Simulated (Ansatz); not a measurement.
The start is a generated cell, Ir built in the AFLOW prototype A_mC12_5_3c (A19). The structure is fully relaxed (lattice and positions, P = 0) with PBEsol (plane waves to 420 eV, PAW, scalar-relativistic; Ansatz, a quantum-chemistry and plane-wave program). First-step values are on the input's coarse k-mesh.

Ansatz input (later rounds restart from its end on a renewed k-mesh):
Ansatz 0.2 input:
```yaml
crystal:
  lattice:
    - [2.6841515, -1.5518882, 0]
    - [2.6841515, 1.5518882, 0]
    - [-0.3560175, 0, 10.1950085]
  atoms:
    - { symbol: Ir, position: [0.78, 0.32, 0.245] }
    - { symbol: Ir, position: [0.68, 0.22, 0.755] }
    - { symbol: Ir, position: [0.33, 0.93, 0.4] }
    - { symbol: Ir, position: [0.07, 0.67, 0.6] }
    - { symbol: Ir, position: [0.815, 0.675, 0.07] }
    - { symbol: Ir, position: [0.325, 0.185, 0.93] }
basis: { ecutwfc: 420, ecutrho_ratio: 4, xc_grid: 2, fft_grid_basis: typed }
kpoints: { mp_grid: { grid: [12, 12, 4] } }
hamiltonian:
  xc: pbesol
  dispersion: none
  pseudopotentials: { kind: paw }
scf: { occupations: { method: fermi_dirac, width: 0.05 } }
relax: { f_tol: 0.01, max_steps: 100, cell: { stress_tol: 0.02 } }
output: { forces: true, stress: true }
```

Does the structure survive the relaxation? Give the final space group.

The space group goes from C2 (No. 5) to Fm-3m (No. 225); the end is fcc (Cu type), with 1 atom in the primitive cell.

How much energy is released per atom?

About 2.2 eV/atom.

How do the shortest distances between atoms change?

The closest pairs of elements (up to four, under 3.6 Å), start → end: Ir–Ir 2.11 → 2.71 Å.

Is the relaxed structure metallic? Give its gap.

Zero (metallic).

Give the final cell and atomic positions.


Space group Fm-3m (No. 225); a = 3.830 Å, b = 3.830 Å, c = 3.830 Å, α = 90.00°, β = 90.00°, γ = 90.00°

| atom | site | symmetry | x | y | z |
|---|---|---|---|---|---|
| Ir | 4a | m-3m | 0.0000 | 0.0000 | 0.0000 |
(The calculation used a cell of 1 atom; values per cell refer to that cell.)

Final values are on a 21×21×21 k-mesh of the relaxed cell. The start holds a very short contact (Ir–Ir 2.11 Å). No spin polarisation in the result.

The run could not lose the symmetry of its start; a randomly shaken copy of 2 atoms returns to this structure.
